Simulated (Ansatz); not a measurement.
Input file for Ansatz (a program for electronic structure):

Ansatz 0.2 input:
```yaml
crystal:
  lattice:
    - [5.5605774539, 0.0, 0.0]
    - [0.0, 5.5605774539, 0.0]
    - [0.0, 0.0, 5.5605774539]
  atoms:
    - { symbol: Co, position: [0.5066530346, 0.4933469654, 0.9933469654] }
    - { symbol: Co, position: [0.9933469654, 0.5066530346, 0.4933469654] }
    - { symbol: Co, position: [0.0066530346, 0.0066530346, 0.0066530346] }
    - { symbol: Co, position: [0.4933469654, 0.9933469654, 0.5066530346] }
    - { symbol: As, position: [0.6202627303, 0.8797372697, 0.1202627303] }
    - { symbol: As, position: [0.8797372697, 0.1202627303, 0.6202627303] }
    - { symbol: As, position: [0.1202627303, 0.6202627303, 0.8797372697] }
    - { symbol: As, position: [0.3797372697, 0.3797372697, 0.3797372697] }
    - { symbol: S, position: [0.3824550153, 0.1175449847, 0.8824550153] }
    - { symbol: S, position: [0.1175449847, 0.8824550153, 0.3824550153] }
    - { symbol: S, position: [0.8824550153, 0.3824550153, 0.1175449847] }
    - { symbol: S, position: [0.6175449847, 0.6175449847, 0.6175449847] }
kpoints:
  mp_grid: { grid: [3, 3, 3] }
hamiltonian:
  xc: hse06
  pseudopotentials: { kind: paw }
scf:
  n_extra_bands: 12
  occupations: { method: fixed }
output:
  eigenvalues: true
  eigenstates:
    e_range: [-9.0, 9.7]
    kpoints:
      - [0.0, 0.354167, 0.372396]  # VBM
      - [-0.114583, 0.0, 0.0]  # CBM
      - [0.0, 0.0, 0.0]  # GAMMA
      - [0.5, 0.5, 0.5]  # R
      - [0.5, 0.5, 0.0]  # M
      - [0.0, 0.5, 0.0]  # X
      - [0.5, 0.0, 0.0]  # X_1
```

Output (shortened):

```
Pseudopotential: Co, paw, valence charge 17
Pseudopotential: As, paw, valence charge 15
Pseudopotential: S, paw, valence charge 6
Functional definition: HSE06
davidson cushion auto → on  (no smearing: the cushion is to keep the highest requested band from converging to the state above it …
Crystal: 12 atoms, lattice volume = 171.933 Å³
Basis set: ecut = 420 eV, 3407 PW (Γ)
Bands: 88, of which v1, the nominal top of the filled ones, is band 76 counted from 1 (75 counted from 0)
Symmetry: 12 space group operations
Space group: P213 (ITA 198), of the structure as read, at distance tolerance 5.6e-5 Å
k-points: 4 of 27 (time reversal used)
SCF iter   1: F=—  HF=-43542.750857 eV  |F-HF|=—  |Δ(HF+E_count)|=         —  Δρ=6.59e-3  dr2=5.46e-2  ethr=1.77e-3  ⟨swp⟩=5.0  Hψ=1549  notcnv=0
preconditioner: auto → none
SCF iter   2: F=—  HF=-43542.813896 eV  |F-HF|=—  |Δ(HF+E_count)|=   6.30e-2  Δρ=2.31e-2  dr2=7.06e-1  ethr=3.59e-5  ⟨swp⟩=4.2  Hψ=1115  notcnv=0
SCF iter   3: F=—  HF=-43542.750662 eV  |F-HF|=—  |Δ(HF+E_count)|=   6.32e-2  Δρ=3.34e-3  dr2=1.36e-2  ethr=3.59e-5  ⟨swp⟩=4.0  Hψ=1023  notcnv=0
iter 4 solved again at ethr=2.12e-7 eV; its pass at ethr=8.98e-6 eV (dr2=3.22e-4 eV) is discarded
SCF iter   4: F=—  HF=-43542.749861 eV  |F-HF|=—  |Δ(HF+E_count)|=   8.01e-4  Δρ=5.49e-4  dr2=3.27e-4  ethr=2.12e-7  ⟨swp⟩=4.0  Hψ=1710  notcnv=0
SCF iter   5: F=-43542.749941 eV  HF=-43542.749954 eV  |F-HF|=1.30e-5  |Δ(HF+E_count)|=   9.28e-5  Δρ=2.29e-4  dr2=4.37e-5  ethr=2.12e-7  ⟨swp⟩=3.0  Hψ=865  notcnv=0
SCF 1 stopped early in 5 iterations: F = -43542.749941 eV  dr2 = 4.37e-5
Crystal: 12 atoms, lattice volume = 171.933 Å³
Exchange kernel: α = 0.2500, screened, ω = 0.2079 Å⁻¹, Wigner–Seitz truncation, v(0) = 1038.1694 eV·Å³, q-mesh 3×3×3, nearest image of the exchange supercell L …
Frozen-core exchange: fock
SCF iter   1: F=—  HF=-43540.783691 eV  |F-HF|=—  |Δ(HF+E_count)|=         —  Δρ=1.90e-2  dr2=4.92e-1  ethr=2.87e-7  ⟨swp⟩=7.0  Hψ=2054  notcnv=0
preconditioner: auto → none
SCF iter   2: F=—  HF=-43540.684056 eV  |F-HF|=—  |Δ(HF+E_count)|=   9.96e-2  Δρ=9.97e-3  dr2=1.54e-1  ethr=2.87e-7  ⟨swp⟩=5.0  Hψ=1492  notcnv=0
SCF iter   3: F=—  HF=-43540.666960 eV  |F-HF|=—  |Δ(HF+E_count)|=   1.71e-2  Δρ=3.34e-3  dr2=1.23e-1  ethr=2.87e-7  ⟨swp⟩=5.0  Hψ=1414  notcnv=0
SCF iter   4: F=—  HF=-43541.076794 eV  |F-HF|=—  |Δ(HF+E_count)|=   4.10e-1  Δρ=7.44e-3  dr2=8.57e-2  ethr=2.87e-7  ⟨swp⟩=6.0  Hψ=1631  notcnv=0
SCF iter   5: F=—  HF=-43541.147696 eV  |F-HF|=—  |Δ(HF+E_count)|=   7.09e-2  Δρ=1.09e-2  dr2=1.70e-1  ethr=2.87e-7  ⟨swp⟩=5.0  Hψ=1518  notcnv=0
SCF iter   6: F=—  HF=-43541.124264 eV  |F-HF|=—  |Δ(HF+E_count)|=   2.34e-2  Δρ=5.74e-3  dr2=4.54e-2  ethr=2.87e-7  ⟨swp⟩=5.0  Hψ=1498  notcnv=0
SCF iter   7: F=—  HF=-43541.132942 eV  |F-HF|=—  |Δ(HF+E_count)|=   8.68e-3  Δρ=4.08e-4  dr2=1.18e-3  ethr=2.87e-7  ⟨swp⟩=4.2  Hψ=1287  notcnv=0
SCF iter   8: F=—  HF=-43541.132308 eV  |F-HF|=—  |Δ(HF+E_count)|=   6.34e-4  Δρ=3.02e-3  dr2=1.33e-2  ethr=1.29e-7  ⟨swp⟩=4.5  Hψ=1293  notcnv=0  recentre
SCF iter   9: F=-43541.134305 eV  HF=-43541.134441 eV  |F-HF|=1.36e-4  |Δ(HF+E_count)|=   2.13e-3  Δρ=3.31e-4  dr2=1.59e-4  ethr=1.29e-7  ⟨swp⟩=4.0  Hψ=1226  notcnv=0
SCF 2 stopped early in 9 iterations: F = -43541.134305 eV  dr2 = 1.59e-4
hybrid outer 1: dexx = +7.482e-1 eV, tail = 2.32e-3 eV
Crystal: 12 atoms, lattice volume = 171.933 Å³
Exchange kernel: α = 0.2500, screened, ω = 0.2079 Å⁻¹, Wigner–Seitz truncation, v(0) = 1038.1694 eV·Å³, q-mesh 3×3×3, nearest image of the exchange supercell L …
Frozen-core exchange: fock
SCF iter   1: F=—  HF=-43541.139018 eV  |F-HF|=—  |Δ(HF+E_count)|=         —  Δρ=1.13e-4  dr2=2.46e-5  ethr=7.63e-6  ⟨swp⟩=3.0  Hψ=813  notcnv=0
preconditioner: auto → none
SCF iter   2: F=—  HF=-43541.139118 eV  |F-HF|=—  |Δ(HF+E_count)|=   1.00e-4  Δρ=2.99e-4  dr2=1.18e-4  ethr=1.03e-8  ⟨swp⟩=4.2  Hψ=1460  notcnv=0
SCF iter   3: F=—  HF=-43541.139122 eV  |F-HF|=—  |Δ(HF+E_count)|=   3.77e-6  Δρ=2.49e-4  dr2=7.73e-5  ethr=1.03e-8  ⟨swp⟩=4.0  Hψ=1130  notcnv=0
SCF iter   4: F=—  HF=-43541.139110 eV  |F-HF|=—  |Δ(HF+E_count)|=   1.23e-5  Δρ=7.68e-5  dr2=5.76e-6  ethr=1.03e-8  ⟨swp⟩=3.0  Hψ=866  notcnv=0
iter 5 solved again at ethr=4.29e-11 eV; its pass at ethr=3.69e-9 eV (dr2=6.51e-8 eV) is discarded
SCF iter   5: F=-43541.139109 eV  HF=-43541.139109 eV  |F-HF|=4.42e-8  |Δ(HF+E_count)|=   1.07e-6  Δρ=7.51e-6  dr2=6.35e-8  ethr=4.29e-11  ⟨swp⟩=4.0  Hψ=1897  notcnv=0
SCF 3 converged in 5 iterations: F = -43541.139109 eV  dr2 = 6.35e-8
hybrid outer 2: dexx = +5.659e-5 eV, tail = 1.34e-6 eV, Δε = 6.08e-3 eV (about 2.05e-4 eV left of the loop's levels)
Crystal: 12 atoms, lattice volume = 171.933 Å³
Exchange kernel: α = 0.2500, screened, ω = 0.2079 Å⁻¹, Wigner–Seitz truncation, v(0) = 1038.1694 eV·Å³, q-mesh 3×3×3, nearest image of the exchange supercell L …
Frozen-core exchange: fock
SCF iter   1: F=—  HF=-43541.139115 eV  |F-HF|=—  |Δ(HF+E_count)|=         —  Δρ=1.19e-5  dr2=1.40e-7  ethr=4.40e-9  ⟨swp⟩=2.0  Hψ=776  notcnv=0
preconditioner: auto → none
SCF iter   2: F=-43541.139115 eV  HF=-43541.139115 eV  |F-HF|=2.25e-8  |Δ(HF+E_count)|=   8.64e-8  Δρ=8.53e-6  dr2=3.21e-8  ethr=7.01e-11  ⟨swp⟩=4.0  Hψ=1060  notcnv=0
SCF 4 converged in 2 iterations: F = -43541.139115 eV  dr2 = 3.21e-8
hybrid outer 3: dexx = +1.529e-7 eV, tail = 1.26e-7 eV, Δε = 3.83e-4 eV (about 1.56e-4 eV left of the loop's levels)
NSCF: frozen V_eff on 7 k-points
hybrid SCF converged: 3 outer / 16 inner (+5 warm-up), last move |dexx| = 1.53e-7 eV, tail = 1.26e-7 eV
Stability not checked (fock_operator)
Free energy (F): -43541.139115 eV
Frozen-core exchange: fock
Harris-Foulkes:  -43541.139115 eV  (|F-HF|=2.25e-8)
Internal energy: -43541.139115 eV  (E = F + TS)
E sigma→0 (E₀):  -43541.139115 eV
Fermi energy:    12.684382 eV
--- Per-component energies (eV) ---
  E_band       = -2308.949698
  E_kinetic    = 2672.932779
  E_local      = -20964.592473  (includes V_loc(G=0)·N_el)
  E_nonlocal   = -740.773810
  E_hartree    = 9856.351267
  E_xc         = -1080.191353
  E_vxc        = -1192.771816  (∫ρ·V_xc dr)
  E_exx        = -627.892177  (= α·E_x^exact, valence–valence)
  E_paw        = -15450.315932  (= ΣΔE_a)
  E_vpaw       = -540.654109  (= ΣTr[D̂ρ^β])
  E_aug_tail   = 0.000351  (compensation charges beyond the density's cutoff)
  E_ewald      = -17202.402167
  E_core_change = -4.255600  (= ΣΔE_core)
  E_smearing   =  0.000000  (= −TS)
  E_closure    = 0.000000  (closes the sum)
  Σ components = -43541.139115   (vs F -43541.139115, Δ=7.28e-12)
  [band-id]    e_kinetic+e_local+e_nonlocal+2·e_hartree+e_vxc+2·e_exx+e_vpaw+e_augmentation_tail = -2308.940897   (vs E_band -2308.949698, Δ=8.80e-3)
--- Band table (eV) ---
  k-point 0: bands = ["-87.3288", "-87.3288", "-87.3288", "-87.3287", "-49.0423", "-49.0423", "-49.0423", "-49.0422", "-49.0422", "-49.0408", "-49.0408", "-49.0408", "-48.8689", "-48.8689", "-48.8689", "-48.8675", "-26.0667", "-26.0645", "-26.0645", …
  k-point 1: bands = ["-87.3288", "-87.3288", "-87.3288", "-87.3287", "-49.0423", "-49.0423", "-49.0421", "-49.0420", "-49.0419", "-49.0413", "-49.0408", "-49.0408", "-48.8690", "-48.8690", "-48.8685", "-48.8678", "-26.0663", "-26.0654", "-26.0643", …
  k-point 2: bands = ["-87.3288", "-87.3288", "-87.3288", "-87.3287", "-49.0424", "-49.0423", "-49.0420", "-49.0420", "-49.0419", "-49.0415", "-49.0410", "-49.0409", "-48.8690", "-48.8689", "-48.8685", "-48.8681", "-26.0661", "-26.0655", "-26.0645", …
  k-point 3: bands = ["-87.3288", "-87.3288", "-87.3288", "-87.3287", "-49.0424", "-49.0424", "-49.0422", "-49.0422", "-49.0416", "-49.0415", "-49.0411", "-49.0411", "-48.8690", "-48.8689", "-48.8686", "-48.8684", "-26.0658", "-26.0654", "-26.0647", …
```

Cost: around 9 core-minutes (rough) on shared cores.

The points marked VBM and CBM come from a semilocal run.

Space group P2_13. The workflow started from a Materials Project entry (that database holds measured and hypothetical structures alike); the Crystallography Open Database copy checked does not list it. COD files the formula under space group No. 4, 29. Its standing as an ambient phase is unchecked. Symmetry was held in the r²SCAN relaxation; its stability against distortions is not shown here. The run is not spin-polarised. Spin–orbit coupling is left out wherever it is not named.

Potentials: the later of the program's two PAW sets.

Ansatz is a plane-wave DFT program.
